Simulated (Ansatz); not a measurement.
Given:

Y$_{2}$N:
```xyz
3
Lattice="3.4638 0.0000 0.0000 -1.7319 2.9997 0.0000 0.0000 0.0000 5.9285" Properties=species:S:1:pos:R:3 pbc="T T T"
N      0.0000     0.0000     0.0000
Y      0.0000     1.9998     1.3135
Y      1.7319     0.9999     4.6150
```

This is the PBEsol-relaxed structure. Cartesian axes are those of the cell as given.

**Question.** All from PBEsol in the plane-wave PAW code Ansatz, unless another level is named. Predict the highest zone-centre frequency.

**Answer.** 393 cm⁻¹.

**Question.** What about the bulk modulus (Birch–Murnaghan fit)?

**Answer.** 75.6 GPa.

**Question.** What about the elastic constants (relaxed ions, GPa)?

**Answer.** C11 = 167, C12 = 53.3, C13 = 30.4, C14 = -1.8, C33 = 139, C44 = -1.1.

Space group P-3m1 (anti-CdI2 type). A made-up cell: these elements were put on the sites of a structure type; neither database checked (COD, Materials Project) lists it. Its standing as an ambient phase is unchecked. Symmetry was held in the PBEsol relaxation; of distortions, only those at the zone centre were tested. The run is not spin-polarised. With an odd number of electrons in the cell and no spin polarisation, the count alone makes it a metal. As this level gives no gap, shear constants depend on the k-mesh and smearing (Fermi–Dirac, 0.1 eV here). As this level gives no gap, phonon frequencies hold no LO–TO term and depend on the k-mesh and smearing (Fermi–Dirac, 0.1 eV here).

Potentials: the later of the program's two PAW sets.
